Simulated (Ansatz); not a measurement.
Starting cell, In2Ge2O7 (space group C2/m):

```
In2Ge2O7
1.0
    3.29422    -4.38064     0.00000
    3.29422     4.38064     0.00000
   -1.01498     0.00000     4.80942
In Ge O
2 2 7
Direct
  0.30636   0.69364   0.00000
  0.69364   0.30636   0.00000
  0.76204   0.76204   0.59308
  0.23796   0.23796   0.40692
  0.40849   0.07374   0.21293
  0.59151   0.92626   0.78707
  0.92626   0.59151   0.78707
  0.07374   0.40849   0.21293
  0.00000   0.00000   0.50000
  0.41397   0.41397   0.72729
  0.58603   0.58603   0.27271
```

The atoms are displaced by Q × the pattern below (from a DFPT mode at Γ, largest move 1; Q in Å), at fixed cell.

| atom | x | y | z |
|---|---|---|---|
| In1 | -0.152 | 0.000 | -0.027 |
| In2 | -0.152 | 0.000 | -0.027 |
| Ge3 | -0.157 | 0.000 | 0.027 |
| Ge4 | -0.157 | 0.000 | 0.027 |
| O5 | 0.980 | 0.060 | -0.191 |
| O6 | 0.980 | 0.060 | -0.191 |
| O7 | 0.980 | -0.060 | -0.191 |
| O8 | 0.980 | -0.060 | -0.191 |
| O9 | 0.132 | 0.000 | 0.218 |
| O10 | -0.223 | 0.000 | 0.342 |
| O11 | -0.223 | 0.000 | 0.342 |

All values below come from LDA (plane waves to 420 eV, PAW, scalar-relativistic; Ansatz, an electronic-structure program). k mesh 5×5×6 (Γ-centred), Fermi-Dirac smearing 0.05 eV. E stands for the smeared free energy. In2Ge2O7 was relaxed with its symmetry unable to fall. The zero of ΔE is the undisplaced structure.

Task: Give the computed ΔE (eV/cell) and −dE/dQ from forces (eV/Å) at Q (Å) = -0.060, 0.030, 0.090, 0.150, 0.180.

Result: 
| Q (Å) | ΔE (eV/cell) | −dE/dQ from forces (eV/Å) |
|---|---|---|
| -0.060 | 0.116 | 3.880 |
| 0.030 | 0.029 | -1.931 |
| 0.090 | 0.262 | -5.865 |
| 0.150 | 0.737 | -10.020 |
| 0.180 | 1.071 | -12.229 |

(For displaced atoms, the force is minus the slope of the energy, and its curvature is a force constant, which sets phonon frequencies.)
